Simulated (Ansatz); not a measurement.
Cu3SbS4 in space group I-42m (No. 121; Cu on 4d, Cu on 2b, Sb on 2a, S on 8i), PBE (plane waves, PAW; program Ansatz), all energies at zero smearing, with the estimated change up to a 700 eV cutoff added, with one set of potentials and settings (totals compare only within such a set). Cell of 8 atoms (3 Cu, 1 Sb, 4 S): -29970.134 eV.

| element | reference phase | E (eV/atom) |
|---|---|---|
| Cu | Fm-3m, 1 atoms in the cell | -6625.1757 |
| Sb | R-3m, 2 atoms in the cell | -6484.4916 |
| S | Fddd, 32 atoms in the cell | -902.0599 |

Formation energy per atom, worked out: (-29970.134 − 3×(-6625.1757) − 1×(-6484.4916) − 4×(-902.0599))/8 = -0.234 eV/atom (-23 kJ per mol of atoms), at 0 K, without zero-point energy or fitted corrections.

The first step of the workflow began from a Materials Project structure, measured or hypothetical; the Crystallography Open Database files this formula in space group No. 121, but the cells were not matched. Its standing as an ambient phase is unchecked. The PBE relaxation kept the symmetry of its start; whether a distortion lowers the energy is not shown. The run is not spin-polarised. The references are the lowest solids computed at this level, not always the standard phases. Scalar-relativistic: spin–orbit coupling is off unless named, which matters more the heavier the elements.

Potentials: the later of the program's two PAW sets.
